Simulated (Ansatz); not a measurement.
FeGe:
```
FeGe
1.0
    4.72032     0.00000     0.00000
    0.00000     4.72032     0.00000
    0.00000     0.00000     4.72032
Ge Fe
4 4
Cartesian
  3.98731   3.98731   3.98731
  3.09317   0.73301   1.62715
  1.62715   3.09317   0.73301
  0.73301   1.62715   3.09317
  0.63472   0.63472   0.63472
  1.72544   4.08560   2.99488
  2.99488   1.72544   4.08560
  4.08560   2.99488   1.72544
```
Starting moments (μB, in the order of the atoms Ge Ge Ge Ge Fe Fe Fe Fe): -0.2 -0.2 -0.2 -0.2 2.3 2.3 2.3 2.3.

Relaxed with r²SCAN.

Problem. Which orbitals make up the states near the Fermi level in DFT-r²SCAN in the program Ansatz with PAW potentials?

Solution. Within 0.5 eV of the Fermi level: Fe 3d 79 %, Ge 4p 13 %. Projections are on Löwdin-orthogonalised atomic valence shells; empty p or d shells of many metals are not among them.

Problem. Tabulate the density of states.

Solution. States/eV per cell of 8 atoms, in 0.25 eV bins, energy from the Fermi level.

| E (eV) | total | Fe 3d | Ge 4p | Ge 4s |
|---|---|---|---|---|
| -7.85 | 0.00 | 0.00 | 0.00 | 0.00 |
| -7.60 | 0.00 | 0.00 | 0.00 | 0.00 |
| -7.35 | 0.31 | 0.03 | 0.21 | 0.01 |
| -7.10 | 1.11 | 0.13 | 0.73 | 0.05 |
| -6.85 | 1.30 | 0.21 | 0.82 | 0.08 |
| -6.60 | 1.65 | 0.32 | 1.00 | 0.11 |
| -6.35 | 2.69 | 0.69 | 1.54 | 0.16 |
| -6.10 | 3.31 | 0.82 | 1.92 | 0.21 |
| -5.85 | 3.03 | 0.93 | 1.60 | 0.21 |
| -5.60 | 2.56 | 0.70 | 1.44 | 0.17 |
| -5.35 | 3.75 | 1.30 | 1.97 | 0.19 |
| -5.10 | 3.77 | 1.34 | 2.00 | 0.20 |
| -4.85 | 4.21 | 1.85 | 1.88 | 0.23 |
| -4.60 | 4.72 | 2.49 | 1.82 | 0.21 |
| -4.35 | 5.77 | 3.64 | 1.77 | 0.18 |
| -4.10 | 5.85 | 3.92 | 1.56 | 0.18 |
| -3.85 | 9.10 | 7.06 | 1.57 | 0.20 |
| -3.60 | 10.22 | 8.01 | 1.67 | 0.22 |
| -3.35 | 7.94 | 6.16 | 1.33 | 0.17 |
| -3.10 | 7.06 | 5.21 | 1.41 | 0.16 |
| -2.85 | 9.25 | 7.44 | 1.41 | 0.17 |
| -2.60 | 13.18 | 10.87 | 1.69 | 0.25 |
| -2.35 | 8.65 | 7.14 | 1.08 | 0.16 |
| -2.10 | 7.00 | 5.35 | 1.20 | 0.10 |
| -1.85 | 10.66 | 7.88 | 1.98 | 0.24 |
| -1.60 | 5.70 | 4.42 | 0.88 | 0.11 |
| -1.35 | 5.33 | 4.32 | 0.70 | 0.06 |
| -1.10 | 4.61 | 3.68 | 0.63 | 0.11 |
| -0.85 | 4.18 | 3.22 | 0.62 | 0.20 |
| -0.60 | 4.55 | 3.47 | 0.69 | 0.22 |
| -0.35 | 5.57 | 4.10 | 0.93 | 0.34 |
| -0.10 | 3.21 | 2.61 | 0.34 | 0.13 |
| 0.15 | 5.88 | 4.78 | 0.64 | 0.23 |
| 0.40 | 6.00 | 4.80 | 0.71 | 0.28 |
| 0.65 | 7.73 | 6.27 | 0.83 | 0.34 |
| 0.90 | 2.23 | 1.02 | 0.74 | 0.31 |
| 1.15 | 7.72 | 6.26 | 0.93 | 0.32 |
| 1.40 | 4.35 | 2.94 | 0.91 | 0.33 |
| 1.65 | 4.48 | 2.81 | 0.97 | 0.50 |
| 1.90 | 3.55 | 1.64 | 1.15 | 0.49 |
| 2.15 | 4.38 | 2.11 | 1.32 | 0.64 |
| 2.40 | 4.95 | 2.44 | 1.52 | 0.66 |
| 2.65 | 3.48 | 1.30 | 1.38 | 0.45 |
| 2.90 | 2.85 | 0.84 | 1.28 | 0.31 |
| 3.15 | 3.51 | 1.15 | 1.45 | 0.39 |
| 3.40 | 4.45 | 1.30 | 2.01 | 0.40 |
| 3.65 | 3.07 | 0.73 | 1.54 | 0.23 |
| 3.90 | 3.36 | 0.76 | 1.65 | 0.22 |
| 4.15 | 3.70 | 0.71 | 1.84 | 0.24 |
| 4.40 | 3.74 | 0.73 | 1.87 | 0.23 |
| 4.65 | 3.85 | 0.60 | 2.06 | 0.19 |

Space group P2_13. The r²SCAN relaxation kept the symmetry of its start. Magnetic state: ferromagnetic, chosen from 5 collinear starts compared on coarse meshes (ties went to the first, and starts can fall back to one state), not a proven ground state. Other orbital occupations within this spin state were not tried. For itinerant 3d metals, meta-GGAs of the SCAN family and hybrids are commonly reported to give too large moments. Spin–orbit coupling is left out wherever it is not named.

Potentials: the later of the program's two PAW sets.
